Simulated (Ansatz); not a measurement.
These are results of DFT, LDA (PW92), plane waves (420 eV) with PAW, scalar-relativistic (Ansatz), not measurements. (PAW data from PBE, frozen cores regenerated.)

An element in the omega (AlB2-type) structure gives this curve. The cell is scaled uniformly from the relaxed one, with fractional coordinates and shape fixed. Energies are extrapolated to zero smearing, pressures are those at the given smearing. Magnetic state: spin not included.

```csv
V (Å³/atom),E − E₀ (meV/atom),P (GPa)
18.065,77.4,11.68
18.886,31.0,6.71
19.707,7.0,2.91
20.528,0.0,0.02
21.349,6.0,-2.18
22.170,21.8,-3.84
22.992,44.9,-5.07
```

**Question.** Which element is it?
A. cadmium
B. scandium
C. lithium
D. selenium

**Answer.** A. Its fit is V₀ = 20.52 Å³/atom, B₀ = 63 GPa, B₀′ = 5.9.
